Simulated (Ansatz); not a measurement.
# Property card for Sn₃O₄

Sn$_{3}$O$_{4}$:
```
CELL_PARAMETERS angstrom
      7.69401     0.00000     0.00000
      0.00000     9.30378     0.00000
      0.00000     0.00000     3.23418
ATOMIC_POSITIONS crystal
  Sn 0.39464 0.31655 0.50000
  Sn 0.60536 0.68345 0.50000
  Sn 0.10536 0.81655 0.50000
  Sn 0.89464 0.18345 0.50000
  Sn 0.50000 0.00000 0.00000
  Sn 0.00000 0.50000 0.00000
  O  0.33212 0.17274 0.00000
  O  0.66788 0.82726 0.00000
  O  0.16788 0.67274 0.00000
  O  0.83212 0.32726 0.00000
  O  0.12222 0.39625 0.50000
  O  0.87778 0.60375 0.50000
  O  0.37778 0.89625 0.50000
  O  0.62222 0.10375 0.50000
```

Space group Pbam (No. 55); conventional cell a = 7.6940 Å, b = 9.3038 Å, c = 3.2342 Å, α = β = γ = 90.00°.

Method: the program Ansatz at the r²SCAN level (PAW). Geometry: relaxed at this level of theory. Other levels are named where they apply.

**Cell and energy**

```json
{
  "volume_per_atom": "16.54 Å³",
  "density": "6.03 g/cm³",
  "Formation energy from the elements (no fitted shifts)": "-1.46 eV/atom"
}
```

**Electronic structure**

```json
{
  "band_gap": "1.33 eV (indirect)",
  "valence_band_maximum": "on the T–Z line, 15 % of the way from T (k = 0.000, 0.427, -0.500 in fractions of the reciprocal vectors)",
  "conduction_band_minimum": "on the Γ–X line, 81 % of the way from Γ (k = 0.404, 0.000, 0.000 in fractions of the reciprocal vectors) (2 equivalent valleys)",
  "smallest_direct_gap_on_the_standard_path": "1.42 eV",
  "electron_effective_mass": "0.34, 0.42, 0.71 mₑ (principal values)",
  "hole_effective_mass": "0.52, 0.89, 1.3 mₑ (principal values)"
}
```

**Charges**

```json
{
 "bader_charges": "Sn +1.36 to +2.53, O -1.33 to -1.29 e"
}
```

The start of the workflow was typed in or built on a structure type; neither database checked (COD, Materials Project) lists it. Whether it is the stable phase at ambient conditions was not checked. The r²SCAN relaxation kept the symmetry of its start; its stability against distortions is not shown here. The volume moved by 33 % from the start of the relaxation. The references are the lowest solids computed at this level, not always the standard phases (solids in place of the gases). Spin–orbit coupling is left out wherever it is not named.

Potentials: the earlier of the program's two PAW sets.
